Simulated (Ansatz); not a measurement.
# ZnSe2: checking dH/dP = V

Theory: Ansatz, DFT r2SCAN, scalar-relativistic, plane waves, PAW. Settings: 500 eV cutoff, 4×4×4 k-mesh, Gaussian smearing of 0.02 eV, no spin polarisation.

Starting point, cell and atoms relaxed:

```xyz
12
Lattice="6.3070 0.0000 0.0000 0.0000 6.3070 0.0000 0.0000 0.0000 6.3070" Properties=species:S:1:pos:R:3 pbc="T T T"
Zn    3.1535    3.1535    0.0000
Zn    3.1535    0.0000    3.1535
Zn    0.0000    3.1535    3.1535
Zn    0.0000    0.0000    0.0000
Se    0.6831    5.6239    2.4704
Se    5.6239    2.4704    0.6831
Se    2.4704    0.6831    5.6239
Se    3.8366    3.8366    3.8366
Se    5.6239    0.6831    3.8366
Se    0.6831    3.8366    5.6239
Se    3.8366    5.6239    0.6831
Se    2.4704    2.4704    2.4704
```

Cell and atoms were relaxed at each target pressure within the start's symmetry (Pa-3), at zero temperature; other phases can be more stable under pressure. H = E + PV with P the target; E is the free energy at the smearing used, whose derivative the pressure is, per atom and counted from zero pressure. The mesh named is that at zero pressure; some other pressures ran on another.

```
P (GPa) V (Å³/atom) E − E0 (meV) H − H0 (meV)
      0       20.907           0.0           0.0
      2       20.327           3.5         257.2
      5       19.593          19.3         630.8
     10       18.631          63.9        1226.7
     20       17.238         192.0        2343.8
```

**Question.** Thermodynamics gives dH/dP = V along a relaxed path. Integrate V over P by the trapezoid rule and compare with the computed enthalpies.

**Answer.** With 1 eV/Å³ = 160.22 GPa, each step adds the mean volume times ΔP / 160.22:
```
P (GPa)  ∫V dP (meV) H − H0 (meV) difference (meV)
      2        257.4         257.2               0.1
      5        631.1         630.8               0.3
     10       1227.5        1226.7               0.9
     20       2346.9        2343.8               3.1
```

V(P) curves upward, so the trapezoid rule runs high; integrating a smooth curve through the same points (P as a polynomial of degree 4 in ln V) puts that excess at about 3.6 meV at 20 GPa, against the 3.1 meV found.

**Question.** At 20 GPa, how much of the enthalpy change is stored energy and how much is the PV term?

**Answer.** E rises by 192 meV/atom and PV is 20 × 17.238 / 160.22 = 2152 meV/atom, so PV makes 92 % of ΔH. So between rival structures at high pressure a small difference in volume can outweigh the difference in energy: 1 % of this volume is worth 21.5 meV/atom at this pressure.

**Question.** What bulk modulus do the lowest pressures give?

**Answer.** From the pressures that the runs reached, -2.00 GPa (21.596 Å³) and 1.99 GPa (20.327 Å³), B = −ΔP/Δln V = 3.99 / 0.0606 = 66 GPa, a mean over that range.

**Question.** The gap is 1.120 eV at -2.00 GPa and 1.153 eV at 1.99 GPa. What pressure coefficient and volume deformation potential follow?

**Answer.** dE_g/dP = 8.1 meV/GPa, and a_V = dE_g/d ln V = −B dE_g/dP = -0.54 eV. A gap that closes or barely moves under pressure is usual where the conduction edge lies away from the zone centre, has d character, or where the bands broaden faster than they shift. The band edges lie at other k points in the two runs, so this is a mean over different edges. Gaps are generalised Kohn–Sham gaps over the whole zone.